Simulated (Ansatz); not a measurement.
Yb (fcc, Cu type)

```yaml
crystal:
  lattice:
    - [0.00000, 2.59899, 2.59899]
    - [2.59899, 0.00000, 2.59899]
    - [2.59899, 2.59899, 0.00000]
  atoms:
    - { symbol: Yb, position: [0.00000, 0.00000, 0.00000] }
```

The slice is a {110} plane (indices of the conventional cell) through the point (0.000, 0.000, 0.000) (fractional), spanned by u = [100] and v = [1 -1 -1] in vectors of this cell: u (3.68 Å) and v (5.20 Å, at 90° to u). It covers one period; positions are fractions (u, v).

Level of theory: r2SCAN (plane waves to 500 eV, PAW, scalar-relativistic; Ansatz, a program for electronic structure). k mesh 15×15×15. Inside the PAW spheres the values are not all-electron values, and peaks at nuclei hang on which shells count as valence. The PAW data are Ansatz's earlier set. The relaxed volume of Yb is well below the measured one. Yb is run without spin polarisation. Yb was relaxed with its symmetry unable to fall. The f-shell state is unchecked: a lower one may exist.

Three fields on this plane, each scaled to ten steps between its own extremes (0 low, 9 high; the total valence density on a logarithmic scale, the potential cut 8 eV below its top; x marks points blanked near nuclei; v = 0 in the bottom row):

Map A
```
|xxxxx01455410xxxx|
|xxxxx01455420xxxx|
|xxxx0035665300xxx|
|xxx002466664200xx|
|00002456776542000|
|11234567777654321|
|45556677777766555|
|77777777777777777|
|88887776666777888|
|99988766666678899|
|99988766556678899|
|99988765555678899|
|99988766556678899|
|99988766666678899|
|88887776666777888|
|77777777777777777|
|45556677777766555|
|11234567777654321|
|00002456776542000|
|xxx002466664200xx|
|xxxx0035665300xxx|
|xxxxx02455410xxxx|
|xxxxx01455410xxxx|
|xxxxx00355300xxxx|
```

Map B
```
|xxxxx20011002xxxx|
|xxxxx10022001xxxx|
|xxxx2001331002xxx|
|xxx200035530002xx|
|32100024664200012|
|00000246666420000|
|01123456666543211|
|44556665555666554|
|77777654444567777|
|99887643333467889|
|99987543223457899|
|99987542222457899|
|99987543223457899|
|99887643333467889|
|77777654444567777|
|44556665555666554|
|01123456666543211|
|00000246666420000|
|32100024664200012|
|xxx200035530002xx|
|xxxx2001331002xxx|
|xxxxx10022001xxxx|
|xxxxx20011002xxxx|
|xxxxx20011002xxxx|
```

Map C
```
|xxxxx93100139xxxx|
|xxxxx72000027xxxx|
|xxxx9410000149xxx|
|xxx952000000259xx|
|99752100000012579|
|44310000000000134|
|11100000000000011|
|00000000000000000|
|00000000000000000|
|00000000000000000|
|00000000000000000|
|00000000000000000|
|00000000000000000|
|00000000000000000|
|00000000000000000|
|00000000000000000|
|11100000000000011|
|44310000000000134|
|99752100000012579|
|xxx952000000259xx|
|xxxx9410000149xxx|
|xxxxx72000027xxxx|
|xxxxx93100139xxxx|
|xxxxx94100149xxxx|
```

Assign the maps to these fields: electron localisation function (ELF); valence electron density; electrostatic potential energy of an electron, from the cell's mean.

A is the electrostatic potential energy of an electron, from the cell's mean; B is the electron localisation function (ELF); C is the valence electron density.
